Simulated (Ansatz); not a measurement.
# Kick test of a cell of Al3InSb4

The structure comes from a generated guess, relaxed at this level; another structure or a mixture of phases may lie lower.

Level of theory: DFT PBE, scalar-relativistic, plane waves, PAW (Ansatz). Settings: cutoff 420 eV, Γ-centred mesh 6×6×2 on the computed 8-atom cell, Gaussian smearing of 0.02 eV; no spin polarisation.

The cell below (8 atoms, space group P-4m2 (No. 115)) is relaxed within its symmetry.

```
Al In Sb
1.0
     4.47252    0.00000    0.00000
     0.00000    4.47252    0.00000
     0.00000    0.00000   12.64056
Al In Sb
3 1 4
Direct
  0.00000 0.00000 0.25753
  0.50000 0.50000 0.50000
  0.00000 0.00000 0.74247
  0.50000 0.50000 0.00000
  0.50000 0.00000 0.86220
  0.00000 0.50000 0.13780
  0.50000 0.00000 0.37882
  0.00000 0.50000 0.62118
```

For the test it was strained at random (σ = 1.5 % a component), the atoms were moved at random (σ = 0.15 Å), and all was relaxed again on a coarse 4×4×1 mesh (in the run’s order of axes) with 0.10 eV smearing, with no symmetry imposed.

These runs have no spin–orbit coupling, which can matter for Sb.

Q: What happens?

A: It returns, within 1 meV/atom of the unmoved cell on that mesh and with the same symmetry when read at 0.1 Å (Pm at 0.01 Å, so small strains and shifts remain). So it is stable against the distortions that fit this cell and that this random move excites. Modes that don't fit the cell aren't tested.
